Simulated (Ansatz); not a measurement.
Data:

SnTePbSe in space group P4/mmm (No. 123; Sn on 1d, Te on 1c, Pb on 1a, Se on 1b), a = b = 4.363 Å, c = 6.142 Å, α = β = γ = 90.00°.

This is the LDA-relaxed structure.

Question: All from LDA (plane waves, PAW; program Ansatz), unless another level is named. Predict the electronic character.

Answer: no gap, with almost no states at the Fermi level (zero-gap or semimetallic).

Question: Give the formation energy from the elements (no fitted shifts).

Answer: -0.34 eV/atom.

The workflow started from a Materials Project entry (that database holds measured and hypothetical structures alike); the Crystallography Open Database copy checked does not list it. Its standing as an ambient phase is unchecked. The cell was relaxed with LDA under the symmetry of its start. At this level the phase is dynamically unstable (imaginary phonons). The references are the lowest solids computed at this level, not always the standard phases. Spin–orbit coupling is left out wherever it is not named.

Potentials: the later of the program's two PAW sets.
